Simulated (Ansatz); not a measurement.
Input:

CuO:
```cif
data_CuO
_chemical_formula_sum 'Cu1 O1'
_space_group_name_H-M_alt 'P 1'
_space_group_IT_number 1
_cell_length_a 3.34709
_cell_length_b 3.34709
_cell_length_c 3.34709
_cell_angle_alpha 131.316
_cell_angle_beta 131.316
_cell_angle_gamma 71.312
loop_
_space_group_symop_operation_xyz
  'x, y, z'
loop_
_atom_site_label
_atom_site_type_symbol
_atom_site_fract_x
_atom_site_fract_y
_atom_site_fract_z
_atom_site_occupancy
Cu1 Cu 0.00000 0.00000 0.00000 1
O1 O 0.50000 0.50000 0.00000 1
```
The run is spin-polarised, in the one order tried: ferromagnetic.

This is the r²SCAN-relaxed structure.

### Question
All from plane-wave PAW r²SCAN (Ansatz code), unless another level is named. Give the net moment.

### Answer
0.27 μB per atom.

### Question
And the Bader charges?

### Answer
Cu +1.15, O -1.15 e.

Space group I4/mmm. The start of the workflow was typed in or built on a structure type; neither database checked (COD, Materials Project) lists it. It is not the phase usual at ambient conditions (space group No. 15). Symmetry was held in the r²SCAN relaxation; whether a distortion lowers the energy is not shown. The final state is ferromagnetic, the only order run, not a proven ground state. The cell computed holds one magnetic atom, so no antiferromagnetic order was within reach. Other orbital occupations within this spin state were not tried. No Hubbard U is applied.

Potentials: the later of the program's two PAW sets.
